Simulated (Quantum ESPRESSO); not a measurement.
# Ir2Ru3Mg2Ag: one run as intended and one with a planted mistake

A calculation, not a measurement. The program is pw.x of Quantum ESPRESSO 7.5 (plane-wave density functional theory). The cell is made up: eight metal atoms on a face-centred cubic lattice, with elements, volume, strain and displacements drawn at random and not relaxed, so it may be unstable or far from any real phase. PseudoDojo standard norm-conserving files set the functional (PBE unless stated); there is no spin polarisation or spin-orbit coupling, the Fermi-Dirac width of 0.25 eV means electrons at about 2900 K, and the masses in the input are unused placeholders. Heavy elements are run without spin-orbit coupling, which real alloys of them have. A spin test at this wide smearing found no moment, but such smearing suppresses magnetism that the real alloy may have.

Intended input:

```
&control calculation='scf', pseudo_dir='./dojo.nc.sr.pbe.v0_5.standard.upf', outdir='./o', disk_io='minimal', tprnfor=.true., tstress=.true. /
&system ibrav=0, nat=8, ntyp=4, nbnd=77, ecutwfc=84.00895049, nosym=.true., tot_charge=0,
 occupations='smearing', smearing='fd', degauss=0.0183746611
/
&electrons conv_thr=1.470e-08, electron_maxstep=70, mixing_beta=0.5 /
ATOMIC_SPECIES
Ag 1.0 Ag.upf
Ir 1.0 Ir.upf
Mg 1.0 Mg.upf
Ru 1.0 Ru.upf
CELL_PARAMETERS angstrom
1.9863 3.9654 1.9517
0.0262 4.0195 -4.0378
-3.9922 3.9812 -0.0121
ATOMIC_POSITIONS angstrom
Ir -0.1336 -0.0133 0.1117
Ir -1.912 2.0496 -0.0417
Ru 0.0171 1.956 -1.9414
Ru -2.0818 3.9076 -1.9352
Mg 0.021 4.0087 -0.0874
Mg -2.1246 5.9751 -0.1983
Ru 0.0908 5.8669 -2.0878
Ag -1.8892 7.9068 -1.9821
K_POINTS automatic
5 5 5 1 1 1
```

The log is shortened where brackets say so; the opening notice, blank lines, dates and the lines on written files are dropped, and the path of the files is cut. It prints rydbergs, bohrs and kilobars, and counts compression as positive stress. Its total energy is the free energy E - TS of the whole cell.

Log of the intended run:

```
     Program PWSCF v.7.5
     Parallel version (MPI & OpenMP), running on       4 processor cores
     Number of MPI processes:                 4
     Threads/MPI process:                     1
     [start-up lines left out]
     bravais-lattice index     =            0
     lattice parameter (alat)  =       9.1567  a.u.
     unit-cell volume          =     858.9138 (a.u.)^3
     number of atoms/cell      =            8
     number of atomic types    =            4
     number of electrons       =       121.00
     number of Kohn-Sham states=           77
     kinetic-energy cutoff     =      84.0090  Ry
     charge density cutoff     =     336.0358  Ry
     scf convergence threshold =      1.5E-08
     mixing beta               =       0.5000
     number of iterations used =            8  plain     mixing
     Exchange-correlation= PBE
                           (   1   4   3   4   0   0   0)
     [axes and pseudopotential details left out]
   Cartesian axes
     site n.     atom                  positions (alat units)
         1        Ir     tau(   1) = (  -0.0275719  -0.0027448   0.0230523  )
         2        Ir     tau(   2) = (  -0.3945925   0.4229900  -0.0086059  )
         3        Ru     tau(   3) = (   0.0035290   0.4036731  -0.4006600  )
         4        Ru     tau(   4) = (  -0.4296353   0.8064381  -0.3993805  )
         5        Mg     tau(   5) = (   0.0043339   0.8273028  -0.0180373  )
         6        Mg     tau(   6) = (  -0.4384682   1.2331223  -0.0409245  )
         7        Ru     tau(   7) = (   0.0187390   1.2107923  -0.4308736  )
         8        Ag     tau(   8) = (  -0.3898871   1.6317804  -0.4090595  )
     number of k points=    63  Fermi-Dirac smearing, width (Ry)=  0.0184
                       cart. coord. in units 2pi/alat
        k(    1) = (  -0.0000442   0.1216687   0.0011134), wk =   0.0320000
        k(    2) = (  -0.1816878   0.1831249   0.0611125), wk =   0.0320000
     [further k points left out]
     Dense  grid:    89355 G-vectors     FFT dimensions: (  54,  64,  64)
     Estimated max dynamical RAM per process >     377.37 MB
     Estimated total dynamical RAM >       1.41 GB
     Initial potential from superposition of free atoms
     starting charge     120.9953, renormalised to     121.0000
     Starting wfcs are   70 randomized atomic wfcs +    7 random wfcs
     total cpu time spent up to now is        4.4 secs
     per-process dynamical memory:   298.0 Mb
     Self-consistent Calculation
     iteration #  1     ecut=    84.01 Ry     beta= 0.50
     Davidson diagonalization with overlap
     ethr =  1.00E-02,  avg # of iterations =  3.0
     total cpu time spent up to now is       16.1 secs
     total energy              =   -1613.64295392 Ry
     estimated scf accuracy    <       1.96316776 Ry
     iteration #  2     ecut=    84.01 Ry     beta= 0.50
     Davidson diagonalization with overlap
     ethr =  1.62E-03,  avg # of iterations =  2.1
     total cpu time spent up to now is       27.4 secs
     total energy              =   -1612.67836368 Ry
     estimated scf accuracy    <      23.84191334 Ry
     [iterations 3 to 13 left out]
     iteration # 14     ecut=    84.01 Ry     beta= 0.50
     Davidson diagonalization with overlap
     ethr =  3.03E-09,  avg # of iterations =  1.0
     total cpu time spent up to now is      138.6 secs
     total energy              =   -1614.68391301 Ry
     estimated scf accuracy    <       0.00000003 Ry
     iteration # 15     ecut=    84.01 Ry     beta= 0.50
     Davidson diagonalization with overlap
     ethr =  2.21E-11,  avg # of iterations =  3.2
     total cpu time spent up to now is      150.2 secs
     End of self-consistent calculation
     [lines on levels left out]
!    total energy              =   -1614.68391301 Ry
     estimated scf accuracy    <       0.00000001 Ry
     smearing contrib. (-TS)   =      -0.13324735 Ry
     internal energy E=F+TS    =   -1614.55066565 Ry
     The total energy is F=E-TS. E is the sum of the following terms:
     one-electron contribution =    -543.94399050 Ry
     hartree contribution      =     327.36274915 Ry
     xc contribution           =    -267.62849852 Ry
     ewald contribution        =   -1130.34092578 Ry
     convergence has been achieved in  15 iterations
     Forces acting on atoms (cartesian axes, Ry/au):
     atom    1 type  2   force =     0.01211811   -0.02397381   -0.00845187
     atom    2 type  2   force =    -0.00612445    0.00160129    0.01078282
     atom    3 type  4   force =    -0.04472752   -0.01233617   -0.04404016
     atom    4 type  4   force =     0.03014882   -0.00265950   -0.00233559
     atom    5 type  3   force =    -0.00862390    0.00893458    0.02133145
     atom    6 type  3   force =     0.03948770   -0.01863971    0.04835152
     atom    7 type  4   force =    -0.01121613    0.02747444    0.00483753
     atom    8 type  1   force =    -0.01106262    0.01959888   -0.03047570
     Total force =     0.114701     Total SCF correction =     0.000296
     Computing stress (Cartesian axis) and pressure
          total   stress  (Ry/bohr**3)                   (kbar)     P=      -65.01
  -0.00044864  -0.00000716   0.00018131          -66.00       -1.05       26.67
  -0.00000716  -0.00040674   0.00017518           -1.05      -59.83       25.77
   0.00018131   0.00017518  -0.00047039           26.67       25.77      -69.20
     init_run     :      4.21s CPU      4.35s WALL (       1 calls)
     electrons    :    142.75s CPU    145.78s WALL (       1 calls)
     forces       :      1.47s CPU      1.48s WALL (       1 calls)
     stress       :      5.09s CPU      5.10s WALL (       1 calls)
     [timing details left out]
     PWSCF        :   2m33.62s CPU   2m36.81s WALL
     JOB DONE.
```

A second run has one planted mistake: one atom is of a wrong element. The input lines that differ:

```
- &system ibrav=0, nat=8, ntyp=4, nbnd=77, ecutwfc=84.00895049, nosym=.true., tot_charge=0,
+ &system ibrav=0, nat=8, ntyp=5, nbnd=78, ecutwfc=84.00895049, nosym=.true., tot_charge=0,
+ Zr 1.0 Zr.upf
- Mg -2.1246 5.9751 -0.1983
+ Zr -2.1246 5.9751 -0.1983
```

Its log:

```
     Program PWSCF v.7.5
     Parallel version (MPI & OpenMP), running on       4 processor cores
     Number of MPI processes:                 4
     Threads/MPI process:                     1
     [start-up lines left out]
     bravais-lattice index     =            0
     lattice parameter (alat)  =       9.1567  a.u.
     unit-cell volume          =     858.9138 (a.u.)^3
     number of atoms/cell      =            8
     number of atomic types    =            5
     number of electrons       =       123.00
     number of Kohn-Sham states=           78
     kinetic-energy cutoff     =      84.0090  Ry
     charge density cutoff     =     336.0358  Ry
     scf convergence threshold =      1.5E-08
     mixing beta               =       0.5000
     number of iterations used =            8  plain     mixing
     Exchange-correlation= PBE
                           (   1   4   3   4   0   0   0)
     [axes and pseudopotential details left out]
   Cartesian axes
     site n.     atom                  positions (alat units)
         1        Ir     tau(   1) = (  -0.0275719  -0.0027448   0.0230523  )
         2        Ir     tau(   2) = (  -0.3945925   0.4229900  -0.0086059  )
         3        Ru     tau(   3) = (   0.0035290   0.4036731  -0.4006600  )
         4        Ru     tau(   4) = (  -0.4296353   0.8064381  -0.3993805  )
         5        Mg     tau(   5) = (   0.0043339   0.8273028  -0.0180373  )
         6        Zr     tau(   6) = (  -0.4384682   1.2331223  -0.0409245  )
         7        Ru     tau(   7) = (   0.0187390   1.2107923  -0.4308736  )
         8        Ag     tau(   8) = (  -0.3898871   1.6317804  -0.4090595  )
     number of k points=    63  Fermi-Dirac smearing, width (Ry)=  0.0184
                       cart. coord. in units 2pi/alat
        k(    1) = (  -0.0000442   0.1216687   0.0011134), wk =   0.0320000
        k(    2) = (  -0.1816878   0.1831249   0.0611125), wk =   0.0320000
     [further k points left out]
     Dense  grid:    89355 G-vectors     FFT dimensions: (  54,  64,  64)
     Estimated max dynamical RAM per process >     388.95 MB
     Estimated total dynamical RAM >       1.46 GB
     Initial potential from superposition of free atoms
     starting charge     122.9937, renormalised to     123.0000
     Starting wfcs are   75 randomized atomic wfcs +    3 random wfcs
     total cpu time spent up to now is        4.2 secs
     per-process dynamical memory:   312.4 Mb
     Self-consistent Calculation
     iteration #  1     ecut=    84.01 Ry     beta= 0.50
     Davidson diagonalization with overlap
     ethr =  1.00E-02,  avg # of iterations =  3.0
     total cpu time spent up to now is       15.3 secs
     total energy              =   -1595.85468631 Ry
     estimated scf accuracy    <       2.47014620 Ry
     iteration #  2     ecut=    84.01 Ry     beta= 0.50
     Davidson diagonalization with overlap
     ethr =  2.01E-03,  avg # of iterations =  2.1
     total cpu time spent up to now is       26.1 secs
     total energy              =   -1595.24834562 Ry
     estimated scf accuracy    <      20.44214246 Ry
     [iterations 3 to 14 left out]
     iteration # 15     ecut=    84.01 Ry     beta= 0.50
     Davidson diagonalization with overlap
     ethr =  8.31E-11,  avg # of iterations =  3.4
     total cpu time spent up to now is      148.7 secs
     total energy              =   -1597.18537610 Ry
     estimated scf accuracy    <       0.00000122 Ry
     iteration # 16     ecut=    84.01 Ry     beta= 0.50
     Davidson diagonalization with overlap
     ethr =  8.31E-11,  avg # of iterations =  2.0
     total cpu time spent up to now is      158.4 secs
     End of self-consistent calculation
     [lines on levels left out]
!    total energy              =   -1597.18537618 Ry
     estimated scf accuracy    <       0.00000001 Ry
     smearing contrib. (-TS)   =      -0.12520595 Ry
     internal energy E=F+TS    =   -1597.06017023 Ry
     The total energy is F=E-TS. E is the sum of the following terms:
     one-electron contribution =    -459.20690388 Ry
     hartree contribution      =     297.08352006 Ry
     xc contribution           =    -272.05427317 Ry
     ewald contribution        =   -1162.88251324 Ry
     convergence has been achieved in  16 iterations
     Forces acting on atoms (cartesian axes, Ry/au):
     atom    1 type  2   force =    -0.00046904   -0.02846845   -0.00955574
     atom    2 type  2   force =    -0.01292525   -0.01064569    0.01013468
     atom    3 type  4   force =    -0.02651226    0.00827495   -0.02850246
     atom    4 type  4   force =     0.04270479   -0.00511813   -0.01019027
     atom    5 type  3   force =    -0.01669065    0.01653329    0.02425198
     atom    6 type  5   force =     0.03405359   -0.05125160    0.06405977
     atom    7 type  4   force =    -0.01226569    0.02969967    0.00270909
     atom    8 type  1   force =    -0.00789551    0.04097596   -0.05290704
     Total force =     0.139403     Total SCF correction =     0.000468
     Computing stress (Cartesian axis) and pressure
          total   stress  (Ry/bohr**3)                   (kbar)     P=       -5.96
  -0.00012116  -0.00015603   0.00009534          -17.82      -22.95       14.03
  -0.00015603   0.00017363   0.00002145          -22.95       25.54        3.16
   0.00009534   0.00002145  -0.00017400           14.03        3.16      -25.60
     init_run     :      4.01s CPU      4.10s WALL (       1 calls)
     electrons    :    150.95s CPU    154.14s WALL (       1 calls)
     forces       :      1.55s CPU      1.56s WALL (       1 calls)
     stress       :      5.35s CPU      5.35s WALL (       1 calls)
     [timing details left out]
     PWSCF        :   2m41.99s CPU   2m45.33s WALL
     JOB DONE.
```

|  | intended run | run with the mistake |
| --- | --- | --- |
| free energy (eV) | -21968.894 | -21730.814 |
| entropy term -TS, part of it (eV) | -1.813 | -1.704 |
| pressure (GPa) | -6.50 | -0.60 |
| size of the largest force component (eV/Å) | 1.243 | 1.647 |
| largest change of a force component (eV/Å) |  | 0.838 |
| iterations | 15 | 16 |

For scale, a rerun of the intended cell at a higher cutoff and on a denser mesh moved values by no more than 0.009 eV in energy, 0.07 GPa in stress and 0.009 eV/Å in force, and a second program with other atomic files agreed on that cell to 2 % rms in force and 0.5 GPa in pressure. Files of another functional or element have another zero of energy, so the energy change says nothing on stability. The number of bands, nbnd, was set by rule from the electron count, so it follows the mistake.